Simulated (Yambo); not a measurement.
Material: BP (zinc blende, space group F-43m, No. 216) under isotropic strain of +2 % on all lattice vectors; a = b = c = 3.261 Å, α = β = γ = 60.00° (2 atoms in the cell). The PBEsol cell relaxed from Materials Project entry mp-1479 was given an isotropic strain of +2 % on all lattice vectors, and the atoms were relaxed again.

With norm-conserving PBEsol (Quantum ESPRESSO, 76 Ry, no spin-orbit coupling), the gap between the mesh's edge points (Γ → X) is 1.322 eV.

Question: Estimate the G0W0 gap between the same points from Yambo (6×6×6 Γ-centred k mesh, 84 bands and a 14 Ry block in the screening, 84 bands in G with the Bruneval-Gonze terminator, plasmon pole fitted at 27.2 eV).

Answer: The correction is 0.860 eV, giving 2.182 eV, 1.7 times the PBEsol value. The mesh misses a band edge: along a dense path the PBEsol gap is 1.20 eV against 1.32 eV on the mesh. Convergence of the G0W0 settings was not tested.
